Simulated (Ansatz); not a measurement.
The relaxed structure here is a generated cell of Si2W: the first start was made by placing the elements on the sites of a structure type, and the end was not matched to a known phase here, so it may be hypothetical. Known forms of Si2W include space group No. 139.

The end point of a relaxation of Si2W. Space group Pa-3 (No. 205), AFLOW prototype AB2_cP12_205_a_c (C2, as in FeS2). The numbers are results of PBE (plane waves to 420 eV, PAW, scalar-relativistic; Ansatz, a program for electronic structure), not measurements.

```xyz
12
Lattice="6.0502 0.0000 0.0000 0.0000 6.0502 0.0000 0.0000 0.0000 6.0502" Properties=species:S:1:pos:R:3 pbc="T T T"
W      0.0000     0.0000     0.0000
W      3.0251     3.0251     0.0000
W      0.0000     3.0251     3.0251
W      3.0251     0.0000     3.0251
Si     2.2930     2.2930     2.2930
Si     5.3181     0.7321     3.7572
Si     3.7572     5.3181     0.7321
Si     0.7321     3.7572     5.3181
Si     3.7572     3.7572     3.7572
Si     0.7321     5.3181     2.2930
Si     2.2930     0.7321     5.3181
Si     5.3181     2.2930     0.7321
```

| Property | Value |
|---|---|
| Volume per atom | 18.46 Å³ |
| Band gap | zero, with touching bands (no spin-orbit coupling) |
| Shortest distances | Si–W 2.52 Å; Si–Si 2.54 Å |
| k-mesh | 6×6×6 |

No spin polarisation in the result. A magnetic state may lie lower. Without spin-orbit coupling the bands of the heavy element are not split, so the gap can be far off.

The run could not lose the symmetry of its start: the end is stationary, and may be a saddle point rather than a minimum.
